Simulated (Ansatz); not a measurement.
## MgO (Fm-3m): bands, slopes and optics on a fine k mesh

Computed with r²SCAN, PAW on Ansatz 0.2.0's default frozen-core files (fitted under PBE), scalar-relativistic; not a measurement.

Cell and atoms were relaxed beforehand by PAW with this functional.

Launched as:

```sh
ansatz run input.yaml --threads 1 --pin off --max-ram 3072MiB --backend cpu --events-out ev --progress --plain --runs-dir out
```

Input file:

```yaml
crystal:
  lattice:
    - [0.0, 2.10216714754, 2.10216714754]
    - [2.10216714754, 0.0, 2.10216714754]
    - [2.10216714754, 2.10216714754, 0.0]
  atoms:
    - { symbol: Mg, position: [0.0, 0.0, 0.0] }
    - { symbol: O, position: [0.5, 0.5, 0.5] }
kpoints:
  mp_grid: { grid: [10, 10, 10] }
scf:
  occupations: { method: fixed }
hamiltonian:
  xc: r2scan
  pseudopotentials: { kind: paw }
output:
  forces: true
  stress: true
  eigenvalues: true
  eigenstates:
    nscf_kmesh: { grid: [16, 16, 16] }
    de_dk: true
    e_range: [-9, 15.68488697454]
  optics:
    e_range: [0, 25]
    de: 0.2
    sigma: 0.15
    bands: { spectra_wanted_up_to: 25 }
    nscf_kmesh: { grid: [16, 16, 16] }
checkpoint:
  write: ck
  write_wavefunctions: false
```

The program printed:

```
Warning: RAYON_NUM_THREADS=1 ignored (pool sized by the plan → 1); use --threads N
Engine: ansatz 0.2.0, x86_64-unknown-linux-gnu
Pseudopotentials: kind: paw
Pseudopotential: Mg, paw, valence charge 10, recommended cutoff 500 eV (meta_gga), Mg.paw.azcp
Pseudopotential: O, paw, valence charge 6, recommended cutoff 500 eV (meta_gga), O.paw.azcp
Functional definition: r2SCAN
  parameter k0 = 0.174
  parameter k1 = 0.065
  parameter a1 = 4.9479
  exchange = r2scan_x(k0 = k0, k1 = k1, a1 = a1)
  correlation = r2scan_c
Crystal: 2 atoms, lattice volume = 18.579 Å³
Basis set: ecut = 500 eV, 459 PW (Γ), exchange–correlation on 96×96×96 points (64 copies of the dense FFT grid, shifted against one another)
Bands: 12, of which v1, the nominal top of the filled ones, is band 8 counted from 1 (7 counted from 0)
Symmetry: 48 space group operations
Space group: Fm-3m (ITA 225), of the structure as read, at distance tolerance 2.6e-5 Å
k-points: 47 of 1000
Non-local potential: Mg, projectors of the file, l = 0: 3, l = 1: 2, l = 2: 1
Non-local potential: O, projectors of the file, l = 0: 2, l = 1: 2, l = 2: 1
PAW form: soft (Blöchl's): semilocal exchange-correlation on the pseudo side does not see the compensation charge
PAW frozen core: Mg, regenerated for the run's functional (the file was generated under x = pbe(κ = 0.804, μ = 0.2195149727645171), c = pbe(β = 0.06672455060314922))
PAW frozen core: O, regenerated for the run's functional (the file was generated under x = pbe(κ = 0.804, μ = 0.2195149727645171), c = pbe(β = 0.06672455060314922))
PAW one-centre angular grid: Mg, 302 points (default); XC on 224 Gauss nodes
PAW one-centre angular grid: O, 302 points (default); XC on 160 Gauss nodes
Initial density: superposition of atomic densities (neutral atoms: chi_scale 0, normalization atom), corrected by the library's trained network
Initial wavefunctions: pseudopotential atomic-orbital guess
Functional: x = r2scan, c = r2scan; τ floored in thin density (d = 2e-4 eV/Å³)
SCF iter   1: F=—  HF=-2498.250902 eV  |F-HF|=—  |Δ(HF+E_count)|=         —  Δρ=9.83e-3  dr2=1.03e-2  dr2_τ=7.15e-2  ethr=1.77e-3  ⟨swp⟩=4.7  Hψ=2985  notcnv=0  defer=80
preconditioner: auto → none  [insulator: Δε(μ)=5.604 eV  Ē_g=20.069 eV  n_scr=8 (ndim 8)  ℏωp=24.4 eV  f_vac=0.000  ε∞_Penn≈2.5]
SCF iter   2: F=—  HF=-2498.334968 eV  |F-HF|=—  |Δ(HF+E_count)|=   8.41e-2  Δρ=4.72e-3  dr2=1.63e-3  dr2_τ=2.33e-4  ethr=6.46e-5  ⟨swp⟩=2.9  Hψ=1475  notcnv=0  defer=92
SCF iter   3: F=—  HF=-2498.335018 eV  |F-HF|=—  |Δ(HF+E_count)|=   5.00e-5  Δρ=9.54e-4  dr2=8.53e-5  dr2_τ=1.43e-5  ethr=1.02e-5  ⟨swp⟩=3.0  Hψ=851  notcnv=0  defer=92
SCF iter   4: F=—  HF=-2498.335013 eV  |F-HF|=—  |Δ(HF+E_count)|=   5.82e-6  Δρ=2.18e-4  dr2=5.68e-6  dr2_τ=8.79e-7  ethr=5.33e-7  ⟨swp⟩=2.0  Hψ=721  notcnv=0  defer=43
SCF iter   5: F=—  HF=-2498.335012 eV  |F-HF|=—  |Δ(HF+E_count)|=   5.13e-7  Δρ=2.83e-5  dr2=7.76e-8  dr2_τ=1.85e-8  ethr=3.55e-8  ⟨swp⟩=2.0  Hψ=737  notcnv=0
SCF iter   6: F=—  HF=-2498.335011 eV  |F-HF|=—  |Δ(HF+E_count)|=   7.09e-7  Δρ=8.52e-6  dr2=2.52e-9  dr2_τ=1.05e-9  ethr=4.85e-10  ⟨swp⟩=2.1  Hψ=836  notcnv=0
SCF iter   7: F=—  HF=-2498.335011 eV  |F-HF|=—  |Δ(HF+E_count)|=   1.59e-9  Δρ=1.55e-6  dr2=4.63e-10  dr2_τ=1.82e-11  ethr=1.57e-11  ⟨swp⟩=2.0  Hψ=852  notcnv=0
SCF iter   8: F=-2498.335011 eV  HF=-2498.335011 eV  |F-HF|=1.36e-12  |Δ(HF+E_count)|=  1.07e-10  Δρ=1.82e-7  dr2=5.48e-12  dr2_τ=1.20e-13  ethr=1.00e-12  ⟨swp⟩=5.3  Hψ=3068  notcnv=0
SCF 1 converged in 8 iterations: F = -2498.335011 eV  dr2 = 5.48e-12
  greatest PAW one-centre occupation: 1.000 electrons in one spin orbital (limit 2), on the Mg atom at site 0 (counted from 0), in its partial waves of l = 0
NSCF: frozen V_eff on 145 k-points
NSCF: frozen V_eff on 145 k-points
output.optics: what the bands over the 23 summed would add to eps1, eps2 and the energy-loss function is held between a lower and an upper bound (6 Lanczos steps). eps1, eps2 and their loss function (loss_summed_bands) are given ...
SCF converged after 8 iterations
Free energy (F): -2498.335011 eV
Harris-Foulkes:  -2498.335011 eV  (|F-HF|=1.36e-12)
Internal energy: -2498.335011 eV  (E = F + TS)
E sigma→0 (E₀):  -2498.335011 eV
Fermi energy:    7.786036 eV
--- Per-component energies (eV) ---
  E_band       = -311.230196
  E_kinetic    = 256.748533
  E_local      = -1601.531803  (includes V_loc(G=0)·N_el)
  E_nonlocal   = 142.538096
  E_hartree    = 554.981739
  E_xc         = -103.294052
  E_vxc        = -149.071035  (∫ρ·V_xc dr)
  E_paw        = -455.983817  (= ΣΔE_a)
  E_vpaw       = -79.515513  (= ΣTr[D̂ρ^β])
  E_aug_tail   = 0.001032  (compensation charges beyond the density's cutoff)
  E_vtau       = 9.637003  (kinetic-family band-sum trace: ∫τ·v_τ [+ j·A + Jᵃ·Aᵃ] dr)
  E_ewald      = -1291.736590
  E_core_change = -0.058149  (= ΣΔE_core)
  E_smearing   = -0.000000  (= −TS)
  E_closure    = -0.000000  (closes the sum)
  Σ components = -2498.335011   (vs F -2498.335011, Δ=0.00e0)
--- Forces (eV/Å), atoms counted from 1 ---
  atom   1  Mg    -0.00000000    -0.00000000     0.00000000
  atom   2  O      0.00000000    -0.00000000     0.00000000
  max |Σ_I F_I| component: 2.57e-29 eV/Å
--- Stress (GPa, compression-positive) ---
        0.013259       0.000000      -0.000000
        0.000000       0.013259      -0.000000
        0.000000       0.000000       0.013259
  P = ⅓ Tr σ = 0.0133 GPa (0.133 kbar)
--- Fermi surface from the table of eigenstates not read: on its mesh, or on one of the eight of every second point, the electrons fill whole bands (an insulator's do; a metal wants a denser output.eigenstates.nscf_kmesh) ---
```

The run converged.

### Dielectric function

Independent-particle optical response of a crystal from Kohn-Sham bands on the fine mesh, no local fields or excitons; Cartesian axes as in the input.

```json
{
  "Fine mesh": "16, 16, 16",
  "Line width": "0.15 eV"
}
```

```
photon energy (eV)  dielectric real xx  dielectric imag xx
               0.8               2.972                   0
               1.6                   3                   0
               2.4                3.05                   0
               3.2               3.126                   0
                 4               3.242                   0
               4.8               3.426                   0
               5.6                3.87               0.038
               6.4               3.969               0.637
               7.2               3.961               0.878
                 8               4.077               1.093
               8.8               4.397               1.441
               9.6               4.562               3.192
              10.4               3.172               2.852
              11.2               3.494               2.537
                12               2.859                5.38
              12.8               0.641               3.458
              13.6               0.816               2.638
              14.4               0.458               2.104
              15.2               1.918               2.185
                16               1.474               2.728
              16.8               0.392               3.225
              17.6               0.176               2.784
              18.4               -0.17               2.129
              19.2              -0.072               2.407
                20              -0.932               1.127
              20.8              -0.386               0.707
              21.6               0.042               0.628
              22.4              -0.135               0.928
              23.2               0.003               0.521
                24               0.122                0.45
              24.8               0.217               0.358
```

### Optical peaks

Highest local maxima between 0.6 eV and the top less 1.5 eV.

- Fine mesh: 16, 16, 16
- Window top: 25 eV
- Line width: 0.15 eV
- Highest eps2 peak energy x: 12.06 eV
- Highest eps2 peak height x: 5.38
- Dielectric electronic (x, y, z): 2.963, 2.963, 2.963
- Refractive index at 1 eV, x-polarised: 1.726
- Refractive index at 2 eV, x-polarised: 1.738

### Optical constants

Normal incidence from vacuum, light polarised along x.

```
Fine mesh  : 16, 16, 16
Line width : 0.15 eV
```

```
photon energy (eV)  refractive index  extinction  reflectivity  loss function  absorption (×10⁵ cm⁻¹)
               0.8             1.724           0        0.0706              0                       0
               1.6             1.732           0        0.0718              0                       0
               2.4             1.746           0        0.0739              0                       0
               3.2             1.768           0         0.077              0                       0
                 4             1.801           0        0.0817              0                       0
               4.8             1.851           0        0.0891              0                       0
               5.6             1.967        0.01        0.1063         0.0025                   0.055
               6.4             1.999       0.159        0.1134         0.0394                   1.033
               7.2             2.002       0.219        0.1162         0.0533                   1.599
                 8             2.037       0.268        0.1234         0.0613                   2.175
               8.8             2.124       0.339        0.1396         0.0673                   3.025
               9.6             2.251       0.709        0.1867          0.103                     6.9
              10.4             1.928       0.739        0.1544         0.1567                   7.795
              11.2             1.976       0.642        0.1473         0.1361                   7.286
                12             2.116       1.272        0.2527         0.1449                   15.46
              12.8             1.442       1.199        0.2207         0.2796                   15.56
              13.6             1.337       0.986        0.1688          0.346                    13.6
              14.4             1.143       0.921        0.1596         0.4538                   13.44
              15.2             1.553       0.703        0.1142         0.2585                   10.84
                16             1.512       0.902         0.151         0.2837                   14.62
              16.8             1.349       1.195        0.2232         0.3056                   20.35
              17.6             1.218       1.143        0.2175         0.3578                   20.39
              18.4             0.991       1.074        0.2253         0.4667                   20.02
              19.2             1.081       1.114        0.2239         0.4151                   21.67
                20             0.515       1.094        0.4102         0.5269                   22.18
              20.8             0.458       0.772         0.327           1.09                   16.27
              21.6             0.579       0.542        0.1688          1.585                   11.87
              22.4             0.634       0.732        0.2092          1.056                   16.62
              23.2             0.512       0.509        0.1954           1.92                   11.96
                24             0.542       0.415        0.1497          2.072                   10.09
              24.8             0.564       0.318        0.1143          2.042                   7.988
```

Known limits: frozen-core PAW files fitted under PBE, their cores solved anew for the functional of the run; semilocal gaps are low, and what follows the gap (onsets, screening, light masses) shifts with it.

Cost: 21 s on 1 thread of Intel(R) Xeon(R) 6975P-C (Granite Rapids), on a shared host, peak memory 0.87 GiB.
